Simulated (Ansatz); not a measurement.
CaBi$_{2}$:
```xyz
6
Lattice="2.3872 -8.6602 0.0000 2.3872 8.6602 0.0000 0.0000 0.0000 4.5286" Properties=species:S:1:pos:R:3 pbc="T T T"
Ca     2.3872    -6.8976     1.1322
Ca     2.3872     6.8976     3.3965
Bi     2.3872    -1.0980     1.1322
Bi     2.3872     1.0980     3.3965
Bi     2.3872     4.2070     1.1322
Bi     2.3872    -4.2070     3.3965
```

Relaxed with r²SCAN. Special points in fractions of this cell's reciprocal vectors: Γ (0.000, 0.000, 0.000); Y (-0.500, 0.500, 0.000); C0 (-0.269, 0.731, 0.000); Σ0 (0.269, 0.269, 0.000); Z (0.000, 0.000, 0.500); A0 (0.269, 0.269, 0.500); E0 (-0.269, 0.731, 0.500); T (-0.500, 0.500, 0.500); S (0.000, 0.500, 0.000); R (0.000, 0.500, 0.500).

Q: List the band energies nearest the Fermi level at these points for r²SCAN (plane waves, PAW; program Ansatz).

A: In eV from the Fermi level; about four levels below and three above (degenerate sets whole), none deeper than 8.9 eV; points with the same levels are listed once.

```
k                     below                above
--  -----------------------  -------------------
Γ   -2.12 -2.09 -1.86 -0.32       0.68 0.82 1.09
Y   -2.19 -1.99 -0.78 -0.66       0.34 0.75 1.17
C0  -1.10 -0.95 -0.91 -0.10       0.09 0.57 0.80
Z   -0.46 -0.46 -0.43 -0.43  0.67 0.67 2.66 2.66
A0  -2.80 -2.80 -1.30 -1.30  1.44 1.44 3.20 3.20
T   -0.60 -0.60 -0.57 -0.57  2.17 2.17 2.96 2.96
S   -0.79 -0.70 -0.34 -0.19       0.85 0.98 1.15
R   -2.73 -2.73 -1.31 -1.31  1.61 1.61 2.73 2.73
```

Space group Cmcm. The workflow started from a Materials Project entry (that database holds measured and hypothetical structures alike); the Crystallography Open Database copy checked does not list it. Whether it is the stable phase at ambient conditions was not checked. The r²SCAN relaxation kept the symmetry of its start; its stability against distortions is not shown here. Spin–orbit coupling is left out wherever it is not named.

Potentials: the later of the program's two PAW sets.
